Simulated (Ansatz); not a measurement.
## What hybrid functionals make of InAs

```cif
data_structure
_symmetry_space_group_name_H-M 'P 1'
_symmetry_Int_Tables_number 1
_cell_length_a 4.2766
_cell_length_b 4.2766
_cell_length_c 4.2766
_cell_angle_alpha 60.000
_cell_angle_beta 60.000
_cell_angle_gamma 60.000
_cell_volume 55.31
loop_
_atom_site_label
_atom_site_type_symbol
_atom_site_fract_x
_atom_site_fract_y
_atom_site_fract_z
_atom_site_occupancy
In1 In 0.00000 0.00000 0.00000 1
As1 As 0.75000 0.75000 0.75000 1
```

All runs: Ansatz, plane waves and PAW, scalar-relativistic (no spin–orbit coupling), 6×6×6 k-mesh, Gaussian smearing of 0.05 eV, no spin polarisation. Semilocal reference PBE: gap zero (metallic on this mesh), pressure 4.0 GPa. The hybrids carry no U.

Question: Order these functionals by the gap that they give, smallest first.
A. HSE06
B. HSE06-type hybrid with an exact-exchange fraction of 0.4
C. HSE06-type hybrid with an exact-exchange fraction of 0.2
D. PBE0
E. HSE06-type hybrid with an exact-exchange fraction of 0.45 and a screening parameter of 0.1 Å⁻¹

Answer: C (0.38 eV), A (0.54 eV), B (1.05 eV), D (1.09 eV), E (1.69 eV).

Question: What are the full results?

Answer: 
```csv
functional,gap,pressure (GPa),cutoff (eV),core-seconds
HSE06-type hybrid with an exact-exchange fraction of 0.2,0.38 eV,2.2,420,76
HSE06,0.54 eV,1.8,420,76
HSE06-type hybrid with an exact-exchange fraction of 0.4,1.05 eV,0.8,420,86
PBE0,1.09 eV,1.7,420,96
HSE06-type hybrid with an exact-exchange fraction of 0.45 and a screening parameter of 0.1 Å⁻¹,1.69 eV,0.1,420,98
```

HSE06 has the same quarter of exact exchange as PBE0 but screens its long-range part, and its gap is 0.56 eV narrower. On shared hosts the hybrid runs at the reference's cutoff took roughly 27 to 34 times the core time of the semilocal one on the same mesh, with some more bands. Measured gap: 0.42 eV (direct; 0 K; a printed reference work (textbook)); 0.35 eV (direct; 300 K; a printed reference work (textbook)).

Caveats: core times come from shared hosts and scatter; gaps are read on a coarse mesh; stress loosely converged.
